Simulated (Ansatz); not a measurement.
**Ge₅Pd, before and after**

A trial structure of Ge₅Pd was built thus: random cell by space group and Wyckoff sites (F-43m, No. 216). Its size is a rough estimate.

start.cif

```cif
data_structure
_symmetry_space_group_name_H-M 'F-43m'
_symmetry_Int_Tables_number 216
_cell_length_a 8.1053
_cell_length_b 8.1053
_cell_length_c 8.1053
_cell_angle_alpha 90.000
_cell_angle_beta 90.000
_cell_angle_gamma 90.000
_cell_volume 532.49
loop_
_atom_site_label
_atom_site_type_symbol
_atom_site_symmetry_multiplicity
_atom_site_Wyckoff_symbol
_atom_site_fract_x
_atom_site_fract_y
_atom_site_fract_z
_atom_site_occupancy
Ge1 Ge 4 b 0.50000 0.00000 0.00000 1
Ge2 Ge 16 e 0.14014 0.35986 0.14014 1
Pd1 Pd 4 a 0.00000 0.00000 0.00000 1
```

All numbers below come from Ansatz 0.2.0, DFT PBE, scalar-relativistic, plane waves, PAW. Cutoff 420 eV, Gaussian smearing, Γ-centred meshes. Cell and atoms relax first on a coarse mesh and then on a finer one. In between, the cell is made exact in the group found at 0.06 Å. In metals the finer mesh still leaves noise of several meV/atom or more. The steps can't lower the symmetry of their start. No spin polarisation in the relaxation; trial moments died out in a coarse test.

end.cif

```cif
data_structure
_symmetry_space_group_name_H-M 'F-43m'
_symmetry_Int_Tables_number 216
_cell_length_a 9.1865
_cell_length_b 9.1865
_cell_length_c 9.1865
_cell_angle_alpha 90.000
_cell_angle_beta 90.000
_cell_angle_gamma 90.000
_cell_volume 775.26
loop_
_atom_site_label
_atom_site_type_symbol
_atom_site_symmetry_multiplicity
_atom_site_Wyckoff_symbol
_atom_site_fract_x
_atom_site_fract_y
_atom_site_fract_z
_atom_site_occupancy
Ge1 Ge 4 b 0.50000 0.00000 0.00000 1
Ge2 Ge 16 e 0.65113 0.15113 0.84887 1
Pd1 Pd 4 a 0.00000 0.00000 0.00000 1
```

The symmetry stays F-43m (No. 216). The volume per atom grows by 45.6 %, from 22.2 to 32.3 Å³. The shortest distance goes from 1.97 Å (Ge–Ge) to 2.40 Å (Ge–Ge). The energy falls by about 1.0 eV/atom (the start's value is from the coarse mesh). The end is written in a standard setting, so origin, axes and order of atoms can differ from the start's.

- Volume per atom: 32.30 Å³
- Density: 4.02 g/cm³
- Energy over the elements: +1.00 eV/atom
- Gap on the 8×8×8 mesh of the 6-atom cell: 0 eV (a metal)

The zero of energy is the elements' standard structures at the same level; no fitted shifts are applied. A positive value: parting into the elements would lower its energy.

The last run used Gaussian smearing of 0.10 eV. Symmetry constrained the relaxation, so the result can be a saddle point. In all, the 3 runs took 100 s on 1 thread of Intel(R) Xeon(R) 6975P-C (Granite Rapids), with other jobs on the host.
